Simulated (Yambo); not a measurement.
CsHF₂ (space group I4/mcm, No. 140), G0W0@LDA in Yambo; all else as in the reference (2×2×2 Γ-centred k mesh, 207 bands and a 7 Ry block in the screening, 207 bands in G with the Bruneval-Gonze terminator, plasmon pole fitted at 27.2 eV). One parameter is varied: the cutoff of the wavefunctions in Yambo, over 10, 20, 30, 50, 84 Ry.

Question: From which value on does the gap Γ → Γ stay within 0.05 eV of the largest setting?

Answer: From 30 Ry on.
```json
[
 {"cutoff of the wavefunctions in Yambo (Ry)": "10", "G0W0 gap (eV)": "9.54", "valence shift (eV)": "-1.68"},
 {"cutoff of the wavefunctions in Yambo (Ry)": "20", "G0W0 gap (eV)": "10.10", "valence shift (eV)": "-2.33"},
 {"cutoff of the wavefunctions in Yambo (Ry)": "30", "G0W0 gap (eV)": "10.18", "valence shift (eV)": "-2.45"},
 {"cutoff of the wavefunctions in Yambo (Ry)": "50", "G0W0 gap (eV)": "10.20", "valence shift (eV)": "-2.48"},
 {"cutoff of the wavefunctions in Yambo (Ry)": "84", "G0W0 gap (eV)": "10.20", "valence shift (eV)": "-2.48"}
]
```
The last step of the sweep still moves the gap by 4 meV; the other settings are held fixed.

Geometry of the Materials Project entry, not relaxed at this level; primitive cell a = 5.8142 Å, b = 5.8142 Å, c = 5.8142 Å, α = 116.57°, β = 116.57°, γ = 96.04°.

The structure is a Materials Project entry; no match was found in the copy of COD used, and its stability was not checked.

A shift is the quasiparticle energy of the state minus its LDA energy.
